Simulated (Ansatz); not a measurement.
AlAu:
```cif
data_Al4Au4
_chemical_formula_sum 'Al4 Au4'
_space_group_name_H-M_alt 'P 1'
_space_group_IT_number 1
_cell_length_a 6.32416
_cell_length_b 3.40519
_cell_length_c 6.37722
_cell_angle_alpha 90.000
_cell_angle_beta 92.653
_cell_angle_gamma 90.000
loop_
_space_group_symop_operation_xyz
  'x, y, z'
loop_
_atom_site_label
_atom_site_type_symbol
_atom_site_fract_x
_atom_site_fract_y
_atom_site_fract_z
_atom_site_occupancy
Al1 Al 0.55041 0.75000 0.82141 1
Al2 Al 0.44959 0.25000 0.17859 1
Al3 Al 0.91936 0.75000 0.31963 1
Al4 Al 0.08064 0.25000 0.68037 1
Au1 Au 0.30865 0.75000 0.47836 1
Au2 Au 0.69135 0.25000 0.52164 1
Au3 Au 0.18778 0.75000 0.00574 1
Au4 Au 0.81222 0.25000 0.99426 1
```

Relaxed with r²SCAN.

### Question
Which orbitals make up the states near the Fermi level in r²SCAN (plane waves, PAW; program Ansatz)?

### Answer
Within 0.5 eV of the Fermi level: Al 3p 51 %, Al 3s 17 %, Au 5d 12 %, Au 6s 10 %, outside the projected shells 9 %. Projections are on Löwdin-orthogonalised atomic valence shells; empty p or d shells of many metals are not among them.

### Question
Tabulate the density of states.

### Answer
States/eV per cell of 8 atoms, in 0.25 eV bins, energy from the Fermi level.

```tsv
E (eV)	total	Au 5d	Al 3p	Al 3s
-7.85	6.16	3.64	0.75	1.25
-7.60	4.65	3.03	0.56	0.77
-7.35	4.04	2.75	0.69	0.28
-7.10	9.39	6.93	1.44	0.36
-6.85	10.00	8.03	1.14	0.34
-6.60	18.88	16.59	1.25	0.51
-6.35	14.38	12.71	0.95	0.42
-6.10	12.31	10.87	0.93	0.29
-5.85	14.73	13.05	1.13	0.28
-5.60	15.06	13.52	1.01	0.27
-5.35	14.10	12.75	0.82	0.25
-5.10	11.64	10.68	0.55	0.16
-4.85	10.53	9.63	0.48	0.16
-4.60	10.50	9.47	0.54	0.16
-4.35	4.83	3.53	0.67	0.21
-4.10	3.48	2.08	0.71	0.21
-3.85	2.79	1.40	0.72	0.19
-3.60	2.59	1.18	0.69	0.24
-3.35	2.17	0.85	0.66	0.28
-3.10	2.19	0.76	0.77	0.32
-2.85	2.52	0.78	0.96	0.40
-2.60	2.67	0.74	1.08	0.47
-2.35	2.50	0.60	1.09	0.45
-2.10	2.76	0.56	1.33	0.47
-1.85	2.88	0.52	1.48	0.49
-1.60	2.87	0.46	1.56	0.46
-1.35	2.53	0.38	1.43	0.37
-1.10	2.27	0.33	1.29	0.32
-0.85	2.16	0.31	1.19	0.32
-0.60	2.02	0.27	1.08	0.32
-0.35	1.93	0.24	1.01	0.32
-0.10	1.84	0.22	0.95	0.32
0.15	1.65	0.19	0.82	0.30
0.40	1.63	0.19	0.80	0.31
0.65	1.48	0.17	0.73	0.28
0.90	1.59	0.19	0.76	0.32
1.15	1.84	0.23	0.80	0.40
1.40	2.32	0.29	0.91	0.54
1.65	2.56	0.30	1.04	0.58
1.90	3.02	0.32	1.29	0.68
2.15	3.27	0.32	1.42	0.74
2.40	3.36	0.30	1.51	0.69
2.65	3.59	0.32	1.64	0.72
2.90	3.60	0.31	1.69	0.68
3.15	3.57	0.28	1.71	0.64
3.40	3.56	0.25	1.73	0.64
3.65	3.38	0.22	1.66	0.56
3.90	3.49	0.21	1.75	0.52
4.15	3.70	0.20	1.87	0.51
4.40	3.51	0.18	1.78	0.44
4.65	3.48	0.16	1.73	0.40
```

Space group P2_1/m. The first step of the workflow began from a Materials Project structure, measured or hypothetical; the Crystallography Open Database copy checked does not list it. Its standing as an ambient phase is unchecked. The r²SCAN relaxation kept the symmetry of its start; whether a distortion lowers the energy is not shown. Scalar-relativistic: spin–orbit coupling is off unless named, which matters more the heavier the elements.

Potentials: the later of the program's two PAW sets.
